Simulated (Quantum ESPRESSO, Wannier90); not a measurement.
YN (rock salt), plane waves to Wannier functions

Materials Project entry mp-2114; symmetrised, unrelaxed at this level. COD (Crystallography Open Database) has an entry of this formula and space group (matched by these alone). Level: PBEsol, spinors with spin-orbit coupling; pw.x of Quantum ESPRESSO at 68 Ry with PseudoDojo potentials, 8×8×8 k-points, Wannier90. Density: 12×12×12 mesh, Gaussian smearing 0.01 Ry. The gap is small at this level and was sampled on the meshes and a path alone.

On the energy scale of pw.x, whose zero is arbitrary, the valence-band maximum lies at 11.99 eV.

Input w.win:

```
num_bands = 34
num_wann = 16
exclude_bands = 1-10
spinors = true
num_iter = 800
conv_tol = 1.0e-6
conv_window = 4
dis_num_iter = 1000
dis_conv_tol = 1.0e-6
dis_froz_max = 13.10
write_hr = true
write_u_matrices = true
begin projections
f=-0.00654,-0.00245,-0.00831: d
f=0.49424,0.51731,0.49720: p
end projections
begin unit_cell_cart
ang
    0.0000000000    2.4483600000    2.4483600000
    2.4483600000    0.0000000000    2.4483600000
    2.4483600000    2.4483600000    0.0000000000
end unit_cell_cart
begin atoms_frac
Y    0.0000000000  0.0000000000  0.0000000000
N    0.5000000000  0.5000000000  0.5000000000
end atoms_frac
mp_grid = 8 8 8
begin kpoints
0.0000000000 0.0000000000 0.0000000000
0.0000000000 0.0000000000 0.1250000000
0.0000000000 0.0000000000 0.2500000000
... (509 more lines: the 8x8x8 mesh through Gamma)
end kpoints
```

Input of pw2wannier90.x that gives the overlap and projection files (equivalent; here they were cut from one run over all bands):

```
&inputpp
  outdir = './out'
  prefix = 'pwscf'
  seedname = 'w'
  write_amn = .true.
  write_mmn = .true.
/
```

Output w.wout (banner and timings cut):

```
                                    ------
                                    SYSTEM
                                    ------

                              Lattice Vectors (Ang)
                    a_1     0.000000   2.448360   2.448360
                    a_2     2.448360   0.000000   2.448360
                    a_3     2.448360   2.448360   0.000000

                   Unit Cell Volume:      29.35322  (Ang^3)

                        Reciprocal-Space Vectors (Ang^-1)
                    b_1    -1.283142   1.283142   1.283142
                    b_2     1.283142  -1.283142   1.283142
                    b_3     1.283142   1.283142  -1.283142

 *----------------------------------------------------------------------------*
 |   Site       Fractional Coordinate          Cartesian Coordinate (Ang)     |
 +----------------------------------------------------------------------------+
 | y    1   0.00000   0.00000   0.00000   |    0.00000   0.00000   0.00000    |
 | n    1   0.50000   0.50000   0.50000   |    2.44836   2.44836   2.44836    |
 *----------------------------------------------------------------------------*
                                ------------
                                K-POINT GRID
                                ------------

             Grid size =  8 x  8 x  8      Total points =  512

 *---------------------------------- MAIN ------------------------------------*
 |  Number of Wannier Functions               :                16             |
 |  Number of Objective Wannier Functions     :                16             |
 |  Number of input Bloch states              :                34             |
 |  Output verbosity (1=low, 5=high)          :                 1             |
 |  Timing Level (1=low, 5=high)              :                 1             |
 |  Optimisation (0=memory, 3=speed)          :                 3             |
 |  Length Unit                               :               Ang             |
 |  Post-processing setup (write *.nnkp)      :                 F             |
 |  Using Gamma-only branch of algorithms     :                 F             |
 *----------------------------------------------------------------------------*
 *------------------------------- WANNIERISE ---------------------------------*
 |  Total number of iterations                :               800             |
 |  Number of CG steps before reset           :                 5             |
 |  Trial step length for line search         :             2.000             |
 |  Convergence tolerence                     :         0.100E-05             |
 |  Convergence window                        :                 4             |
 |  Iterations between writing output         :                 1             |
 |  Iterations between backing up to disk     :               100             |
 |  Write r^2_nm to file                      :                 F             |
 |  Write xyz WF centres to file              :                 F             |
 |  Write on-site energies <0n|H|0n> to file  :                 F             |
 |  Use guiding centre to control phases      :                 F             |
 |  Use phases for initial projections        :                 F             |
 *----------------------------------------------------------------------------*
 *------------------------------- DISENTANGLE --------------------------------*
 |  Using band disentanglement                :                 T             |
 |  Total number of iterations                :              1000             |
 |  Mixing ratio                              :             0.500             |
 |  Convergence tolerence                     :         1.000E-06             |
 |  Convergence window                        :                 3             |
 *----------------------------------------------------------------------------*
 *-------------------------------- PLOTTING ----------------------------------*
 |  Plotting Hamiltonian in WF basis          :                 T             |
 *----------------------------------------------------------------------------*

       ... (k-mesh section left out)

 Starting a new Wannier90 calculation ...

 Reading overlaps from w.mmn

 Reading projections from w.amn

 *------------------------------- DISENTANGLE --------------------------------*
 +----------------------------------------------------------------------------+
 |                              Energy  Windows                               |
 |                              ---------------                               |
 |                   Outer:    7.86276  to   39.40018  (eV)                   |
 |                   Inner:    7.86276  to   13.10000  (eV)                   |
 +----------------------------------------------------------------------------+
   Number of target bands to extract:   16

                   Unitarised projection of Wannier functions
                   ------------------------------------------
   A_mn = <psi_m|g_n> --> S = A.A^+ --> U = S^-1/2.A
   In dis_project... done
   Using an inner window (linner = T)
   In dis_proj_froz... done

                   Extraction of optimally-connected subspace
                   ------------------------------------------
 +---------------------------------------------------------------------+<-- DIS
 |  Iter     Omega_I(i-1)      Omega_I(i)      Delta (frac.)           |<-- DIS
 +---------------------------------------------------------------------+<-- DIS
       1      21.92532908      21.19702061       3.436E-02    <-- DIS
       2      21.38030684      21.01729485       1.727E-02    <-- DIS
       3      21.16364350      20.90400959       1.242E-02    <-- DIS
       4      21.00253063      20.82335518       8.605E-03    <-- DIS
       5      20.88684863      20.76336998       5.947E-03    <-- DIS
       6      20.80330288      20.71733712       4.149E-03    <-- DIS
       ... (lines left out)
      77      20.47967638      20.47969208      -7.666E-07    <-- DIS
      78      20.47959737      20.47960755      -4.973E-07    <-- DIS
      79      20.47952046      20.47952553      -2.476E-07    <-- DIS

             <<<      Delta < 1.000E-06  over  3 iterations     >>>
             <<< Disentanglement convergence criteria satisfied >>>

        Final Omega_I    20.47952553 (Ang^2)

 +----------------------------------------------------------------------------+

 Writing checkpoint file w.chk... done

 *------------------------------- WANNIERISE ---------------------------------*
 +--------------------------------------------------------------------+<-- CONV
 | Iter  Delta Spread     RMS Gradient      Spread (Ang^2)            |<-- CONV
 +--------------------------------------------------------------------+<-- CONV

 ------------------------------------------------------------------------------
 Initial State
  WF centre and spread    1  ( -0.002300, -0.003872,  0.001431 )     1.35033014
  WF centre and spread    2  ( -0.002300, -0.003872,  0.001431 )     1.35033029
  WF centre and spread    3  ( -0.011798, -0.004613, -0.009869 )     1.37610425
  WF centre and spread    4  ( -0.011798, -0.004613, -0.009869 )     1.37610423
  WF centre and spread    5  ( -0.004639, -0.016548, -0.009876 )     1.37647348
  WF centre and spread    6  ( -0.004639, -0.016548, -0.009876 )     1.37647335
  WF centre and spread    7  (  0.000526, -0.005821, -0.003064 )     1.35095312
  WF centre and spread    8  (  0.000526, -0.005821, -0.003064 )     1.35095310
  WF centre and spread    9  ( -0.011812, -0.016539, -0.003845 )     1.37657177
  WF centre and spread   10  ( -0.011812, -0.016539, -0.003845 )     1.37657163
  WF centre and spread   11  (  2.449207,  2.446860,  2.450190 )     1.19339613
  WF centre and spread   12  (  2.449207,  2.446860,  2.450190 )     1.19339624
  WF centre and spread   13  (  2.450622,  2.446853,  2.449016 )     1.19354590
  WF centre and spread   14  (  2.450622,  2.446853,  2.449016 )     1.19354600
  WF centre and spread   15  (  2.449208,  2.448675,  2.449016 )     1.19412879
  WF centre and spread   16  (  2.449208,  2.448675,  2.449016 )     1.19412883
  Sum of centres and spreads ( 14.638026, 14.589987, 14.645996 )    20.82300725

      0     0.208E+02     0.0000000000       20.8230072451  <-- CONV
        O_D=      0.0011933 O_OD=      0.3422884 O_TOT=     20.8230072 <-- SPRD
 ------------------------------------------------------------------------------
      1    -0.184E-01     0.0703649386       20.8046504105  <-- CONV
        O_D=      0.0005930 O_OD=      0.3245319 O_TOT=     20.8046504 <-- SPRD
      2    -0.168E-01     0.0715771031       20.7878944893  <-- CONV
        O_D=      0.0003096 O_OD=      0.3080593 O_TOT=     20.7878945 <-- SPRD
      3    -0.759E-02     0.0554092160       20.7803027139  <-- CONV
        O_D=      0.0001939 O_OD=      0.3005833 O_TOT=     20.7803027 <-- SPRD
      4    -0.507E-02     0.0411102835       20.7752375091  <-- CONV
        O_D=      0.0001789 O_OD=      0.2955330 O_TOT=     20.7752375 <-- SPRD
      5    -0.244E-02     0.0329239191       20.7727991930  <-- CONV
        O_D=      0.0001646 O_OD=      0.2931091 O_TOT=     20.7727992 <-- SPRD
       ... (lines left out)
     18    -0.235E-06     0.0003098540       20.7713643536  <-- CONV
        O_D=      0.0000874 O_OD=      0.2917514 O_TOT=     20.7713644 <-- SPRD
     19    -0.106E-06     0.0002341123       20.7713642473  <-- CONV
        O_D=      0.0000874 O_OD=      0.2917513 O_TOT=     20.7713642 <-- SPRD
     20    -0.667E-07     0.0001606946       20.7713641806  <-- CONV
        O_D=      0.0000874 O_OD=      0.2917512 O_TOT=     20.7713642 <-- SPRD
             <<<     Delta < 1.000E-06  over  4 iterations     >>>
             <<< Wannierisation convergence criteria satisfied >>>
 Final State
  WF centre and spread    1  ( -0.002433, -0.003733,  0.001247 )     1.35250668
  WF centre and spread    2  ( -0.002433, -0.003733,  0.001247 )     1.35250683
  WF centre and spread    3  ( -0.011266, -0.004504, -0.009438 )     1.37852545
  WF centre and spread    4  ( -0.011266, -0.004504, -0.009438 )     1.37852542
  WF centre and spread    5  ( -0.004570, -0.016560, -0.009448 )     1.37883948
  WF centre and spread    6  ( -0.004570, -0.016560, -0.009448 )     1.37883935
  WF centre and spread    7  (  0.000320, -0.005243, -0.003141 )     1.35256449
  WF centre and spread    8  (  0.000319, -0.005243, -0.003140 )     1.35256448
  WF centre and spread    9  ( -0.011282, -0.016555, -0.003787 )     1.37888347
  WF centre and spread   10  ( -0.011282, -0.016555, -0.003787 )     1.37888333
  WF centre and spread   11  (  2.448718,  2.446862,  2.450151 )     1.18152600
  WF centre and spread   12  (  2.448718,  2.446862,  2.450151 )     1.18152610
  WF centre and spread   13  (  2.450581,  2.446859,  2.448619 )     1.18169708
  WF centre and spread   14  (  2.450581,  2.446859,  2.448619 )     1.18169718
  WF centre and spread   15  (  2.448720,  2.448311,  2.448621 )     1.18113939
  WF centre and spread   16  (  2.448720,  2.448311,  2.448621 )     1.18113944
  Sum of centres and spreads ( 14.637577, 14.590876, 14.645650 )    20.77136418

         Spreads (Ang^2)       Omega I      =    20.479525534
        ================       Omega D      =     0.000087402
                               Omega OD     =     0.291751244
    Final Spread (Ang^2)       Omega Total  =    20.771364181
```
